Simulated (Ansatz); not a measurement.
NaCl (NiAs type, P6_3/mmc), DFT-PBEsol in the program Ansatz with PAW potentials. The conduction-band minimum lies at Γ, with 1 equivalent valley. Second derivatives d²E/dk² of the lowest band at one valley (eV·Å²), along Cartesian directions:

| direction | d²E/dk² |
|---|---|
| [100] | 19.37 |
| [010] | 19.37 |
| [001] | 19.31 |
| [110] | 19.37 |
| [101] | 19.34 |
| [011] | 19.34 |

Problem. Find the principal effective masses, the density-of-states mass and the conductivity mass.

Solution. Off-diagonal terms follow from H_xy = H[110] − (H_xx + H_yy)/2, and m*/mₑ = 7.620 eV·Å² over each eigenvalue: 0.39, 0.39, 0.39. One valley's DOS mass (m₁m₂m₃)^(1/3) = 0.39, conductivity mass 3/(Σ 1/mᵢ) = 0.39 mₑ.

Problem. What effective density of states Nc follows at 300 K for parabolic valleys?

Solution. Nc = 2.509e19 × 1 × (0.39)^(3/2) ≈ 6.1e18 cm⁻³.

Problem. With the computed static dielectric constant 6.68 (mean of the diagonal), estimate a hydrogenic donor's binding energy and radius.

Solution. E = 13.606 eV × 0.39/6.68² ≈ 120 meV; a = 0.529 Å × ε/m* ≈ 9.1 Å. Semilocal masses tend to be too small where the gap is.

The first step of the workflow began from a Materials Project structure, measured or hypothetical; the Crystallography Open Database copy checked does not list it. It is not the phase usual at ambient conditions (space group No. 225). The cell was relaxed with PBEsol under the symmetry of its start; phonons on a q-mesh show no instability.

Potentials: the later of the program's two PAW sets.
